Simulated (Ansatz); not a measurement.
Relaxed ZnO (wurtzite):

```
ZnO
1.0
    3.23518     0.00000     0.00000
   -1.61759     2.80175     0.00000
    0.00000     0.00000     5.21141
Zn O
2 2
Direct
  0.66667   0.33333   0.00241
  0.33333   0.66667   0.50241
  0.66667   0.33333   0.62279
  0.33333   0.66667   0.12279
```

The numbers are results of r2SCAN (plane waves to 500 eV, PAW, scalar-relativistic; Ansatz, a first-principles code), not measurements. k mesh 9×9×5 (Γ-centred), Fermi-Dirac smearing 0.05 eV. ZnO was relaxed with its symmetry unable to fall.

One atom of the cell was then moved (with its periodic images), all else fixed, and the forces (eV/Å) came out as:

| atom | Fx | Fy | Fz |
|---|---|---|---|
| Zn1 | 0.059 | 0.012 | -0.196 |
| Zn2 | 3.613 | 2.459 | -1.305 |
| O3 | -3.995 | -2.554 | 1.577 |
| O4 | 0.323 | 0.083 | -0.075 |

**Question.** Which atom was moved, and by which vector (Å)?

**Answer.** O3, by (0.35, 0.00, 0.00), 0.35 Å in all.

(For displaced atoms, the force is minus the slope of the energy, and its curvature is a force constant, which sets phonon frequencies.)
